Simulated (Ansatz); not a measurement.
GaN (rock salt, space group No. 225), r²SCAN in the plane-wave PAW code Ansatz: ε∞ = 7.30, cell volume 18.75 Å³. Infrared-active transverse modes:

```csv
ω_TO (cm⁻¹),oscillator strength S_xx (e²/amu)
251.2,1.084
```

Problem. Compute the static dielectric constant.

Solution. Each mode adds (4.921e7/V) S/ω²: 45.09. So ε0 = 52.4.

Problem. What LO frequency does the Lyddane–Sachs–Teller relation give?

Solution. ω_LO = ω_TO √(ε0/ε∞) = 673 cm⁻¹.

Space group Fm-3m (rock salt). This is a known high-pressure phase of the composition, computed here at zero pressure and temperature. Symmetry was held in the r²SCAN relaxation; phonons on a q-mesh show no instability. Spin–orbit coupling is left out wherever it is not named.

Potentials: the later of the program's two PAW sets.
